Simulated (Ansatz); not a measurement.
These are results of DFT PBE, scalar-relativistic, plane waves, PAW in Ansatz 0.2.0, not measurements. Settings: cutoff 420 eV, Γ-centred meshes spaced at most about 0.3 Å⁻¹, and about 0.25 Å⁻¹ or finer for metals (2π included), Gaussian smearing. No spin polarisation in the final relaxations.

Each of these unrelaxed guesses is relaxed in cell and atoms within its symmetry. A guess keeps its type if space group and coordination stay and the shape of the cell changes little (axis ratios within about 15 %, angles within 6°); the volume may change.

1. Si2Ge3

```
CELL_PARAMETERS angstrom
4.26619 0.00000 0.00000
-2.13309 3.69463 0.00000
0.00000 0.00000 5.44047
ATOMIC_POSITIONS crystal
Si 0.33333 0.66667 0.19911
Si 0.66667 0.33333 0.80089
Ge 0.33333 0.66667 0.67364
Ge 0.66667 0.33333 0.32636
Ge 0.00000 0.00000 0.00000
```

2. MgCd3Se4

```
CELL_PARAMETERS angstrom
-2.93383 2.93383 5.86766
2.93383 -2.93383 5.86766
2.93383 2.93383 -5.86766
ATOMIC_POSITIONS crystal
Mg 0.50000 0.50000 0.00000
Cd 0.75000 0.25000 0.50000
Cd 0.25000 0.75000 0.50000
Cd 0.00000 0.00000 0.00000
Se 0.50000 0.00000 0.50000
Se 0.00000 0.50000 0.50000
Se 0.25000 0.25000 0.00000
Se 0.75000 0.75000 0.00000
```

Q: Which keep their type?

A: Guess 2 keeps its type.

```csv
guess,kept,start group,end group,V start (Å³/atom),V end,"b/a and c/a, end over start",nearest neighbours start,nearest neighbours end
1,no,P-3m1,P-3m1,17.2,19.0,"1.00, 1.59","Ge 5/12, Si 8","Ge 6, Si 6"
2,yes,I4/mmm,I4/mmm,25.3,23.0,"1.00, 1.00","Cd 6, Mg 6, Se 6","Cd 6, Mg 6, Se 6"
```

Neighbours count within 15 % of an atom's shortest distance; end groups are read at 0.02 Å (0.05 Å in metals).

Cells relaxed within their symmetry can be saddle points.

In counts of neighbours, a slash parts the counts of unlike sites.
